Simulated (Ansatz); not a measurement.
Level of theory: Ansatz 0.2.0, DFT PBE, scalar-relativistic, plane waves, PAW. Settings: cutoff 420 eV, Γ-centred meshes spaced at most about 0.3 Å⁻¹, and about 0.25 Å⁻¹ or finer for metals (2π included), Gaussian smearing. No spin polarisation in the final relaxations.

These are static total energies at zero pressure. All come from trial cells, and lower structures may exist.

Question: These unrelaxed guesses for In3B2As are each relaxed within their symmetry. Order them by the energy at which they end, lowest first.
1.

```cif
data_structure
_symmetry_space_group_name_H-M 'P6/mmm'
_symmetry_Int_Tables_number 191
_cell_length_a 4.4774
_cell_length_b 4.4774
_cell_length_c 6.3824
_cell_angle_alpha 90.000
_cell_angle_beta 90.000
_cell_angle_gamma 120.000
_cell_volume 110.81
loop_
_atom_site_label
_atom_site_type_symbol
_atom_site_symmetry_multiplicity
_atom_site_Wyckoff_symbol
_atom_site_fract_x
_atom_site_fract_y
_atom_site_fract_z
_atom_site_occupancy
In1 In 2 d 0.33333 0.66667 0.50000 1
In2 In 1 a 0.00000 0.00000 0.00000 1
B1 B 2 c 0.33333 0.66667 0.00000 1
As1 As 1 b 0.00000 0.00000 0.50000 1
```

2.

```cif
data_structure
_symmetry_space_group_name_H-M 'P-6m2'
_symmetry_Int_Tables_number 187
_cell_length_a 4.1538
_cell_length_b 4.1538
_cell_length_c 9.2564
_cell_angle_alpha 90.000
_cell_angle_beta 90.000
_cell_angle_gamma 120.000
_cell_volume 138.32
loop_
_atom_site_label
_atom_site_type_symbol
_atom_site_symmetry_multiplicity
_atom_site_Wyckoff_symbol
_atom_site_fract_x
_atom_site_fract_y
_atom_site_fract_z
_atom_site_occupancy
In1 In 1 a 0.00000 0.00000 0.00000 1
In2 In 1 d 0.33333 0.66667 0.50000 1
In3 In 1 c 0.33333 0.66667 0.00000 1
B1 B 2 i 0.66667 0.33333 0.75227 1
As1 As 1 b 0.00000 0.00000 0.50000 1
```

3.

```cif
data_structure
_symmetry_space_group_name_H-M 'R-3m:H'
_symmetry_Int_Tables_number 166
_cell_length_a 6.4823
_cell_length_b 6.4823
_cell_length_c 11.1814
_cell_angle_alpha 90.000
_cell_angle_beta 90.000
_cell_angle_gamma 120.000
_cell_volume 406.90
loop_
_atom_site_label
_atom_site_type_symbol
_atom_site_symmetry_multiplicity
_atom_site_Wyckoff_symbol
_atom_site_fract_x
_atom_site_fract_y
_atom_site_fract_z
_atom_site_occupancy
In1 In 9 e 0.16667 0.33333 0.33333 1
B1 B 6 c 0.33333 0.66667 0.00397 1
As1 As 3 b 0.33333 0.66667 0.16667 1
```

4.

```cif
data_structure
_symmetry_space_group_name_H-M 'P-3m1'
_symmetry_Int_Tables_number 164
_cell_length_a 3.5985
_cell_length_b 3.5985
_cell_length_c 9.1857
_cell_angle_alpha 90.000
_cell_angle_beta 90.000
_cell_angle_gamma 120.000
_cell_volume 103.01
loop_
_atom_site_label
_atom_site_type_symbol
_atom_site_symmetry_multiplicity
_atom_site_Wyckoff_symbol
_atom_site_fract_x
_atom_site_fract_y
_atom_site_fract_z
_atom_site_occupancy
In1 In 2 d 0.33333 0.66667 0.66500 1
In2 In 1 a 0.00000 0.00000 0.00000 1
B1 B 2 d 0.33333 0.66667 0.16470 1
As1 As 1 b 0.00000 0.00000 0.50000 1
```

Answer: 4 (ends in P-3m1, 0 meV/atom), 3 (ends in R-3m, 198 meV/atom), 2 (ends in P-6m2, 281 meV/atom), 1 (ends in P6/mmm, 0.33 eV/atom). Even the lowest end lies +0.76 eV/atom against the elements.

Cells relaxed within their symmetry can be saddle points. Some candidate types were left out of the draw beforehand, so a known form may be missing.
